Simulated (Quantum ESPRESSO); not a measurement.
```xyz
10
Lattice="0.0000 4.3757 4.3757 4.3757 0.0000 4.3757 4.3757 4.3757 0.0000" Properties=species:S:1:pos:R:3 pbc="T T T"
F      2.0403     4.3757     4.3757
F      6.7111     4.3757     4.3757
F      4.3757     2.0403     4.3757
F      4.3757     6.7111     4.3757
F      4.3757     4.3757     2.0403
F      4.3757     4.3757     6.7111
Na     4.3757     4.3757     4.3757
Sc     0.0000     0.0000     0.0000
Tl     2.1879     2.1879     2.1879
Tl     6.5636     6.5636     6.5636
```

The geometry is that of Materials Project entry mp-1205541, symmetrised and not relaxed again.

Q: What does LDA (Quantum ESPRESSO, PseudoDojo norm-conserving, 88 Ry, scalar-relativistic) give for the electronic structure near the Fermi level?

A: The LDA gap is direct, 4.37 eV at X. Spin-orbit coupling is left out; with 6p states at a band edge it can lower the gap by many tenths of an eV, most of a small gap.

The structure is a Materials Project entry; no match was found in the copy of COD used, and its stability was not checked.
